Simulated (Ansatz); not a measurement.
A relaxation of cell and atoms of La2ScN3 in the borrowed Li2HfO3 type (No. 12) with the PAW code Ansatz, at the level PBEsol. It starts from a supercell of the PBEsol minimum, slightly strained and with each coordinate displaced at random by about 0.1 Å.

```yaml
crystal:
  lattice:
    - [5.5868892334, -2.5208216347, -0.789384893]
    - [5.5511399209, 2.4462626028, -0.8102479502]
    - [-0.6041882122, -0.010134899, 3.4541053017]
  atoms:
    - { symbol: La, position: [0.5979542019, 0.7095619578, 0.6475449368] }
    - { symbol: La, position: [0.3212920926, 0.3631383155, 0.3476402429] }
    - { symbol: Sc, position: [-0.0173213464, 0.0219982418, 0.0016991907] }
    - { symbol: "N", position: [0.8732580414, 0.8306814671, 0.3219368171] }
    - { symbol: "N", position: [0.5385537312, 0.4875011309, 0.0132432356] }
    - { symbol: "N", position: [0.1276797369, 0.1774547909, 0.6307833292] }
kpoints:
  mp_grid: { grid: [6, 6, 6] }
hamiltonian:
  xc: pbesol
scf:
  occupations: { method: fermi_dirac, width: 0.05 }
relax:
  f_tol: 0.01
  cell: {}
  max_steps: 120
output:
  write_density: true
  write_potential: true
  elf: true
  volumetric_format: npy
```

The trajectory has 14 recorded frames, each with positions in Å and forces in eV/Å. Some frames, the last among them, repeat a geometry solved again on a basis re-selected at its cell; pressure is positive in compression.

Step 1: energy 0.0 meV/atom from step 1, largest force component 2.120 eV/Å, pressure +4.17 GPa
```xyz
6
Lattice="5.5869 -2.5208 -0.7894 5.5511 2.4463 -0.8102 -0.6042 -0.0101 3.4541" Properties=species:S:1:pos:R:3:forces:R:3 pbc="T T T"
La    6.8883    0.2219    1.1898    2.1198   -1.9730    0.6328
La    3.6008    0.0749    0.6529   -1.5268   -0.2185   -0.1973
Sc    0.0243    0.0975    0.0017   -0.0813    1.3684    0.3071
N     9.2955   -0.1725   -0.2504    1.0815    0.8567   -0.0520
N     5.7070   -0.1652   -0.7744   -1.1697   -0.2049   -0.5029
N     1.3173    0.1059    1.9342   -0.4235    0.1714   -0.1877
```

Step 2: energy -87.5 meV/atom from step 1, largest force component 0.634 eV/Å, pressure -1.04 GPa
```xyz
6
Lattice="5.6140 -2.5422 -0.7967 5.5881 2.4877 -0.8136 -0.6100 -0.0087 3.4607" Properties=species:S:1:pos:R:3:forces:R:3 pbc="T T T"
La    7.0607    0.0994    1.2184   -0.4402   -0.0949    0.1087
La    3.4966    0.1010    0.6303    0.6342   -0.0880    0.0854
Sc    0.0279    0.1936    0.0124   -0.2118    0.0759    0.1601
N     9.4263   -0.1073   -0.2509    0.0915    0.4945   -0.1033
N     5.6818   -0.1344   -0.8016   -0.2042   -0.4411   -0.2267
N     1.2905    0.0681    1.9317    0.1308    0.0538   -0.0242
```

Step 3: energy -105.6 meV/atom from step 1, largest force component 0.517 eV/Å, pressure -1.99 GPa
```xyz
6
Lattice="5.5926 -2.6176 -0.8510 5.5590 2.5386 -0.8530 -0.6369 0.0021 3.4562" Properties=species:S:1:pos:R:3:forces:R:3 pbc="T T T"
La    6.9912    0.1150    1.1904   -0.2590   -0.2379   -0.0080
La    3.4902    0.1357    0.5944    0.2938   -0.1878    0.0333
Sc   -0.0055    0.2129    0.0742   -0.0354    0.5169    0.0157
N     9.3600   -0.0762   -0.3680   -0.0509    0.1107   -0.0201
N     5.6357   -0.2570   -0.8776   -0.0280   -0.1207    0.0122
N     1.3317    0.0589    1.8834    0.0794   -0.0813   -0.0331
```

Step 4 (rejected): energy -102.9 meV/atom from step 1, largest force component 0.950 eV/Å, pressure +3.39 GPa
```xyz
6
Lattice="5.4995 -2.6009 -0.8691 5.4998 2.5937 -0.8634 -0.6444 0.0030 3.4086" Properties=species:S:1:pos:R:3:forces:R:3 pbc="T T T"
La    6.8654    0.1434    1.1626    0.1969    0.2726   -0.0617
La    3.4643    0.1685    0.5645   -0.1588   -0.0633   -0.0697
Sc   -0.0188    0.2985    0.1085    0.0665   -0.9501   -0.3264
N     9.2145    0.0317   -0.4229   -0.2652    0.0053    0.1806
N     5.5393   -0.3177   -0.9042    0.0874    0.7646    0.1558
N     1.3435    0.0500    1.8237    0.0732   -0.0291    0.1215
```

Step 5: energy -113.1 meV/atom from step 1, largest force component 0.143 eV/Å, pressure -0.06 GPa
```xyz
6
Lattice="5.5218 -2.6135 -0.8464 5.5133 2.5900 -0.8511 -0.6323 -0.0030 3.4306" Properties=species:S:1:pos:R:3:forces:R:3 pbc="T T T"
La    6.9185    0.1410    1.1801   -0.0017    0.0117   -0.0340
La    3.4720    0.1484    0.5825    0.0401    0.0175   -0.0282
Sc   -0.0055    0.2576    0.0655   -0.0119    0.0636   -0.0011
N     9.2279   -0.0038   -0.3608    0.0773    0.0665    0.0556
N     5.5671   -0.2640   -0.8713   -0.0165   -0.1430    0.0152
N     1.3412    0.0432    1.8669   -0.0874   -0.0163   -0.0075
```

Step 6: energy -115.9 meV/atom from step 1, largest force component 0.117 eV/Å, pressure -0.36 GPa
```xyz
6
Lattice="5.4427 -2.6477 -0.8097 5.4478 2.6555 -0.8236 -0.6078 -0.0111 3.4086" Properties=species:S:1:pos:R:3:forces:R:3 pbc="T T T"
La    6.8806    0.1871    1.1653    0.0152   -0.0271   -0.0012
La    3.4506    0.1872    0.5679   -0.0037   -0.0194    0.0140
Sc    0.0262    0.2897   -0.0199   -0.0087   -0.1057    0.0028
N     9.0632    0.0267   -0.2317    0.0813    0.0076    0.0215
N     5.4832   -0.3129   -0.8386   -0.0104    0.1174   -0.0146
N     1.3028    0.0150    1.9373   -0.0737    0.0272   -0.0224
```

Step 7 (rejected): energy -113.2 meV/atom from step 1, largest force component 0.231 eV/Å, pressure +1.56 GPa
```xyz
6
Lattice="5.3557 -2.6781 -0.7702 5.3663 2.6939 -0.7759 -0.5767 -0.0062 3.3735" Properties=species:S:1:pos:R:3:forces:R:3 pbc="T T T"
La    6.8246    0.2182    1.1636   -0.2306   -0.0261    0.1117
La    3.4127    0.2122    0.5662    0.0901   -0.0108    0.0269
Sc    0.0491    0.2997   -0.0843   -0.0552   -0.0882    0.0983
N     8.9153    0.0302   -0.1064    0.0474   -0.0547   -0.1614
N     5.3923   -0.3331   -0.7923   -0.0665    0.1780   -0.0278
N     1.2503    0.0002    1.9846    0.2148    0.0019   -0.0480
```

Step 8: energy -116.9 meV/atom from step 1, largest force component 0.048 eV/Å, pressure -0.02 GPa
```xyz
6
Lattice="5.4182 -2.6701 -0.7974 5.4190 2.6620 -0.7937 -0.5943 0.0015 3.3906" Properties=species:S:1:pos:R:3:forces:R:3 pbc="T T T"
La    6.8591    0.1893    1.1749    0.0304    0.0133    0.0093
La    3.4397    0.1913    0.5758   -0.0304    0.0161   -0.0101
Sc    0.0274    0.2889   -0.0187    0.0090   -0.0144   -0.0036
N     9.0363    0.0101   -0.1963   -0.0481   -0.0092   -0.0063
N     5.4539   -0.3171   -0.8210   -0.0004    0.0025    0.0023
N     1.2823    0.0173    1.9378    0.0395   -0.0083    0.0083
```

Step 9: energy -116.9 meV/atom from step 1, largest force component 0.014 eV/Å, pressure -0.01 GPa
```xyz
6
Lattice="5.4128 -2.6713 -0.7993 5.4135 2.6642 -0.7998 -0.5958 -0.0013 3.3937" Properties=species:S:1:pos:R:3:forces:R:3 pbc="T T T"
La    6.8544    0.1902    1.1730   -0.0056   -0.0026   -0.0023
La    3.4341    0.1933    0.5728    0.0138   -0.0041    0.0018
Sc    0.0297    0.2893   -0.0231   -0.0020    0.0102   -0.0005
N     9.0183    0.0088   -0.2010    0.0083    0.0000    0.0034
N     5.4478   -0.3192   -0.8244   -0.0023   -0.0066   -0.0013
N     1.2840    0.0145    1.9408   -0.0123    0.0030   -0.0011
```

Step 10: energy -116.9 meV/atom from step 1, largest force component 0.002 eV/Å, pressure 0.00 GPa
```xyz
6
Lattice="5.4154 -2.6701 -0.7984 5.4159 2.6624 -0.7984 -0.5954 -0.0009 3.3931" Properties=species:S:1:pos:R:3:forces:R:3 pbc="T T T"
La    6.8603    0.1889    1.1734    0.0009    0.0018    0.0000
La    3.4398    0.1921    0.5731    0.0001    0.0010    0.0000
Sc    0.0321    0.2890   -0.0248    0.0001   -0.0001   -0.0003
N     9.0205    0.0091   -0.1973   -0.0005   -0.0012    0.0001
N     5.4481   -0.3186   -0.8236   -0.0003   -0.0005    0.0001
N     1.2805    0.0154    1.9421   -0.0003   -0.0010    0.0000
```

Step 11: energy -119.4 meV/atom from step 1, largest force component 0.004 eV/Å, pressure +0.19 GPa
```xyz
6
Lattice="5.4154 -2.6701 -0.7984 5.4159 2.6624 -0.7984 -0.5954 -0.0009 3.3931" Properties=species:S:1:pos:R:3:forces:R:3 pbc="T T T"
La    6.8603    0.1889    1.1734    0.0012    0.0026    0.0000
La    3.4398    0.1921    0.5731   -0.0003    0.0016   -0.0001
Sc    0.0321    0.2890   -0.0248    0.0001    0.0023   -0.0002
N     9.0205    0.0091   -0.1973   -0.0005   -0.0014    0.0002
N     5.4481   -0.3186   -0.8236   -0.0004   -0.0037    0.0000
N     1.2805    0.0154    1.9421   -0.0002   -0.0015    0.0001
```

Step 12: energy -119.5 meV/atom from step 1, largest force component 0.006 eV/Å, pressure +0.06 GPa
```xyz
6
Lattice="5.4049 -2.6815 -0.7984 5.4073 2.6772 -0.7973 -0.5947 -0.0005 3.3886" Properties=species:S:1:pos:R:3:forces:R:3 pbc="T T T"
La    6.8492    0.1978    1.1708    0.0024   -0.0010    0.0008
La    3.4326    0.1994    0.5713   -0.0023   -0.0011   -0.0004
Sc    0.0323    0.2944   -0.0257    0.0002    0.0035    0.0001
N     9.0029    0.0093   -0.1970    0.0002   -0.0037   -0.0007
N     5.4384   -0.3260   -0.8231   -0.0001    0.0062    0.0001
N     1.2795    0.0122    1.9404   -0.0004   -0.0040    0.0001
```

Step 13: energy -119.5 meV/atom from step 1, largest force component 0.002 eV/Å, pressure 0.00 GPa
```xyz
6
Lattice="5.4034 -2.6844 -0.7983 5.4057 2.6798 -0.7971 -0.5945 -0.0005 3.3879" Properties=species:S:1:pos:R:3:forces:R:3 pbc="T T T"
La    6.8478    0.1988    1.1708    0.0000    0.0000    0.0001
La    3.4314    0.2006    0.5713    0.0001    0.0001    0.0000
Sc    0.0324    0.2960   -0.0254    0.0001   -0.0017    0.0001
N     9.0002    0.0077   -0.1974    0.0000    0.0006    0.0000
N     5.4368   -0.3271   -0.8229   -0.0002    0.0003   -0.0001
N     1.2791    0.0108    1.9399    0.0001    0.0007   -0.0002
```

Step 14: energy -119.6 meV/atom from step 1, largest force component 0.002 eV/Å, pressure 0.00 GPa
```xyz
6
Lattice="5.4034 -2.6844 -0.7983 5.4057 2.6798 -0.7971 -0.5945 -0.0005 3.3879" Properties=species:S:1:pos:R:3:forces:R:3 pbc="T T T"
La    6.8478    0.1988    1.1708    0.0000    0.0000    0.0001
La    3.4314    0.2006    0.5713    0.0001    0.0001    0.0000
Sc    0.0324    0.2960   -0.0254    0.0001   -0.0016    0.0001
N     9.0002    0.0077   -0.1974   -0.0001    0.0006    0.0000
N     5.4368   -0.3271   -0.8229   -0.0002    0.0002   -0.0001
N     1.2791    0.0108    1.9399    0.0001    0.0007   -0.0001
```

The walk took 12 steps, besides SCFs solved again on a fresh basis, and changed the volume by +2.7 %. The last SCF, on a fresh basis, lies 120 meV an atom below the first. Final cell: space group Imm2 (No. 44), orthorhombic; a = 3.440 Å, b = 10.371 Å, c = 5.364 Å in the conventional setting, 15.95 Å³ an atom. La is surrounded by 6 N at 2.50–2.88 Å; Sc is surrounded by 5 N at 2.06–2.34 Å; N is surrounded by 2 Sc at 2.34 Å and 4 La at 2.50–2.88 Å; N is surrounded by 1 Sc at 2.06 Å and 4 La at 2.50 Å.

Command: `ansatz run input.yaml --threads 2 --pin off --max-ram 2211MiB --backend cpu --events-out ev --progress --plain --runs-dir out`. Wall time 5.7 min on 2 threads of Intel(R) Xeon(R) Platinum 8259CL CPU @ 2.50GHz (Skylake/Cascade Lake), with other jobs on the host, load about 0.6 per core; peak host memory 0.68 GiB.

Simulation only: spin-unpolarised, and no claim that this is the phase found in nature.
